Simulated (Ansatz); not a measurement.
MgS: one input, then a changed one

The cell was built from the rocksalt type and relaxed in the same program, and has space group Fm-3m; it needn't be a known or the stable phase.

First run: DFT, LDA, all-electron LAPW, scalar-relativistic (Ansatz 0.2.0).

Command: `ansatz run input.yaml --threads 1 --pin off --max-ram 2048MiB --backend cpu --events-out ev --progress --plain --runs-dir out` The run took 7.3 s on 1 thread of Arm Neoverse V2 (shared host).

```yaml
crystal:
  lattice:
    - [0.0, 2.6144408669, 2.6144408669]
    - [2.6144408669, 0.0, 2.6144408669]
    - [2.6144408669, 2.6144408669, 0.0]
  atoms:
    - { symbol: Mg, position: [0.0, 0.0, 0.0] }
    - { symbol: S, position: [0.5, 0.5, 0.5] }
kpoints:
  mp_grid: { grid: [14, 14, 14] }
  band_path:
    path:
      - [0.0, 0.0, 0.0]
      - [0.5, 0.0, 0.5]
      - [0.625, 0.25, 0.625]
      - [0.375, 0.375, 0.75]
      - [0.0, 0.0, 0.0]
      - [0.5, 0.5, 0.5]
      - [0.5, 0.25, 0.75]
      - [0.5, 0.0, 0.5]
    npoints: 5
scf:
  occupations: { method: fermi_dirac, width: 0.03 }
hamiltonian:
  xc: lda
  pseudopotentials: { kind: all_electron, lapw: { basis_error: 0.001 } }
output:
  forces: true
  stress: true
  eigenvalues: true
```

Result: converged; pressure -4.25 GPa; gap on the k mesh 2.53 eV; 6 SCF iterations.

The input is then changed:

```diff
@@ -23,5 +23,5 @@
   occupations: { method: fermi_dirac, width: 0.03 }
 hamiltonian:
-  xc: lda
+  xc: revpbe
   pseudopotentials: { kind: all_electron, lapw: { basis_error: 0.001 } }
 output:
```

What does the second run give?

It converged; pressure 1.69 GPa; gap on the k mesh 2.89 eV; 7 SCF iterations.
